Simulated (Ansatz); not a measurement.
Relaxed-ion elastic tensor of Ti$_{2}$BiN in space group P6_3/mmc (No. 194; Ti on 4f, Bi on 2c, N on 2a) in GPa (Voigt order), DFT-r²SCAN in the program Ansatz with PAW potentials; density 8.60 g/cm³, 15.38 Å³ per atom.

```
 228   145  69.2   0.0   0.0   0.0
 145   228  69.2   0.0   0.0   0.0
69.2  69.2   200   0.0   0.0   0.0
 0.0   0.0   0.0  61.8   0.0   0.0
 0.0   0.0   0.0   0.0  61.8   0.0
 0.0   0.0   0.0   0.0   0.0  41.5
```

Q: Is the crystal mechanically stable?

A: Yes: the smallest eigenvalue of C is 41.5 GPa.

Q: Work out the Voigt, Reuss and Hill averages.

A: K_V = 136, K_R = 131, K_H = 134; G_V = 57.9, G_R = 53.7, G_H = 55.8 GPa.

Q: Give Young's modulus, Poisson's ratio, Pugh's ratio and the universal anisotropy index.

A: E = 9KG/(3K + G) = 147 GPa; ν = 0.32; K/G = 2.39 (ductile by the Pugh limit of 1.75); A_U = 5G_V/G_R + K_V/K_R − 6 = 0.43.

Q: Estimate the sound speeds and the Debye temperature.

A: v_l = √((K + 4G/3)/ρ) = 4920 m/s, v_t = √(G/ρ) = 2550 m/s, mean 2850 m/s; Θ = (h/k)(3n/4πV)^(1/3) v_m = 341 K.

Q: Solve the Christoffel equation for the three sound speeds along x, y, z.

A: Eigenvalues of C_ijkl n_j n_l equal ρv². In km/s, slowest first: x 2.20, 2.68, 5.15; y 2.20, 2.68, 5.15; z 2.68, 2.68, 4.82.

Q: How much does each axis shrink under pressure?

A: Linear compressibilities β_i = Σ_j S_ij (j = 1 to 3): x 2.0, y 2.0, z 3.6 per TPa.

The start of the workflow was typed in or built on a structure type; neither database checked (COD, Materials Project) lists it. Its standing as an ambient phase is unchecked. Symmetry was held in the r²SCAN relaxation; whether a distortion lowers the energy is not shown. The workflow began spin-polarised and lost its moments. As this level gives no gap, shear constants depend on the k-mesh and smearing (Fermi–Dirac, 0.1 eV here). Scalar-relativistic: spin–orbit coupling is off unless named, which matters more the heavier the elements.

Potentials: the later of the program's two PAW sets.
